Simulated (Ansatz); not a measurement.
B2W:
```
CELL_PARAMETERS angstrom
      3.00121     0.00000     0.00000
     -1.50061     2.59913     0.00000
      0.00000     0.00000     3.36460
ATOMIC_POSITIONS crystal
  W  0.00000 0.00000 0.00000
  B  0.33333 0.66667 0.50000
  B  0.66667 0.33333 0.50000
```

Relaxed with r²SCAN. Special points in fractions of this cell's reciprocal vectors: Γ (0.000, 0.000, 0.000); M (0.500, 0.000, 0.000); K (0.333, 0.333, 0.000); A (0.000, 0.000, 0.500); L (0.500, 0.000, 0.500); H (0.333, 0.333, 0.500).

Problem. List the band energies nearest the Fermi level at these points for DFT-r²SCAN with spin–orbit coupling in the program Ansatz with PAW potentials.

Solution. In eV from the Fermi level; about four levels below and three above (degenerate sets whole), none deeper than 8.9 eV; points with the same levels are listed once.

```json
[
 {"k": "Γ", "below": "-4.88 -4.88 -4.75 -4.75", "above": "0.46 0.46 0.79 0.79"},
 {"k": "M", "below": "-5.00 -5.00 -0.52 -0.52", "above": "1.22 1.22 2.34 2.34"},
 {"k": "K", "below": "-0.99 -0.99 -0.58 -0.58", "above": "0.88 0.88 7.75 7.75"},
 {"k": "A", "below": "-1.90 -1.90 -0.87 -0.87", "above": "5.04 5.04 8.66 8.66"},
 {"k": "L", "below": "-7.12 -7.12 -4.86 -4.86", "above": "0.83 0.83 2.66 2.66"},
 {"k": "H", "below": "-5.81 -5.81 -5.54 -5.54", "above": "1.14 1.14 3.57 3.57"}
]
```

Space group P6/mmm. The workflow started from an entry of the Crystallography Open Database (COD), which files this formula under 2 space groups. Whether it is the stable phase at ambient conditions was not checked. Symmetry was held in the r²SCAN relaxation; its stability against distortions is not shown here. No spin polarisation was allowed.

Potentials: the later of the program's two PAW sets.
